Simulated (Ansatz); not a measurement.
Structures of In₂Ge: which is lowest?

Plane-wave DFT in Ansatz with scalar-relativistic PAW potentials, cutoff 420 eV, Γ-centred meshes chosen by cell and gap, Gaussian smearing with energies taken to zero width. Every cell was relaxed (cell and atoms) in a run of its own, within the symmetry of its start. Functional: PBE.

Relaxed structures (starts from databases or built by putting these elements on another compound's sites):
A. P6/mmm, 3 atoms in the computed cell, a = 5.282 Å, c = 3.098 Å; sites (symmetry × multiplicity) In -6m2 × 2, Ge 6/mmm × 1; start: built
B. I4/mmm, 3 atoms in the computed cell, a = 3.820 Å, c = 10.102 Å; sites (symmetry × multiplicity) In 4mm × 4, Ge 4/mmm × 2; start: built
C. P6_3/mmc, 6 atoms in the computed cell, a = 3.466 Å, c = 14.570 Å; sites (symmetry × multiplicity) In 3m. × 4, Ge -6m2 × 2; start: built

Task: Rank them by energy. Could pressure change the order?

Result:
```csv
structure,group,E − E(lowest) (meV/atom),V (Å³/atom),gap on mesh (eV)
B,I4/mmm,0.0,24.57,0.00
C,P6_3/mmc,12.9,25.26,0.00
A,P6/mmm,59,24.95,0.00
```

B is lowest, 13 meV/atom under C. The lowest is also the densest of these, so pressure wouldn't bring one of the others in at first order. Other structures may lie lower than all of these, and vibrations aren't counted.